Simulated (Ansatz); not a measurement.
LiZn (space group Fd-3m)

```yaml
crystal:
  lattice:
    - [0.00000, 3.02773, 3.02773]
    - [3.02773, 0.00000, 3.02773]
    - [3.02773, 3.02773, 0.00000]
  atoms:
    - { symbol: Li, position: [0.75000, 0.75000, 0.75000] }
    - { symbol: Li, position: [0.50000, 0.50000, 0.50000] }
    - { symbol: Zn, position: [0.25000, 0.25000, 0.25000] }
    - { symbol: Zn, position: [0.00000, 0.00000, 0.00000] }
```

Grid over V/V₀ and (c/a)/(c/a)₀, subscript 0 meaning the relaxed cell; the conventional c axis lies along z; no internal relaxation.

Calculation: PBEsol (plane waves to 420 eV, PAW, scalar-relativistic; Ansatz, an electronic-structure program). k mesh 13×13×13 (Γ-centred), Fermi-Dirac smearing 0.05 eV. The energy includes the smearing's −TS. With partly filled bands, the response to shear is sensitive to the k mesh, so small differences along c/a are uncertain. LiZn was relaxed with its symmetry unable to fall. ΔE is measured from the relaxed starting cell.

Problem. Predict the ΔE (kJ/mol of atoms) at all points of the grid V/V₀ = 0.920, 0.960, 1.000, 1.040, 1.080 by (c/a)/(c/a)₀ = 0.960, 0.980, 1.000, 1.020, 1.040.

Solution. ΔE (kJ/mol of atoms), with V/V₀ across and (c/a)/(c/a)₀ down:

| (c/a)/(c/a)₀ \ V/V₀ | 0.920 | 0.960 | 1.000 | 1.040 | 1.080 |
|---|---|---|---|---|---|
| 0.960 | 1.6 | 0.5 | 0.1 | 0.4 | 1.2 |
| 0.980 | 1.5 | 0.4 | 0.0 | 0.3 | 1.1 |
| 1.000 | 1.5 | 0.3 | 0.0 | 0.3 | 1.1 |
| 1.020 | 1.5 | 0.4 | 0.0 | 0.3 | 1.1 |
| 1.040 | 1.6 | 0.5 | 0.1 | 0.4 | 1.2 |

(Under strain, the slope of the energy per volume gives the stress and its curvature an elastic modulus.)
